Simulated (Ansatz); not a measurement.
SnGe3 in space group I4/mmm (No. 139; Sn on 2a, Ge on 4d, Ge on 2b) at seven volumes, PBEsol (plane waves, PAW; program Ansatz), shape and atoms relaxed at each. One row is withheld.

| V (Å³/atom) | P (GPa) |
|---|---|
| 18.674 | ? |
| 19.290 | 4.87 |
| 19.906 | 2.23 |
| 20.521 | 0.00 |
| 21.137 | -1.88 |
| 21.752 | -3.47 |
| 22.368 | -4.76 |

Question: Fit the shown pressures and predict the withheld one.

Answer: Third-order Birch–Murnaghan: P = (3/2)B₀(x^(7/2) − x^(5/2))[1 + (3/4)(B′ − 4)(x − 1)] with x = (V₀/V)^(2/3). Least squares on the six rows gives V₀ = 20.519 Å³/atom, B₀ = 68.02 GPa, B′ = 4.80. At V = 18.674, x = 1.0648 and P = 8.04 GPa. The run itself gave 8.03 GPa.

The workflow started from a Materials Project entry (that database holds measured and hypothetical structures alike); the Crystallography Open Database copy checked does not list it. Its standing as an ambient phase is unchecked. The cell was relaxed with PBEsol under the symmetry of its start; phonons show weakly imaginary modes. Its formation energy is positive at this level, so the cell may be metastable or incomplete. Spin–orbit coupling is left out wherever it is not named.

Potentials: the later of the program's two PAW sets.
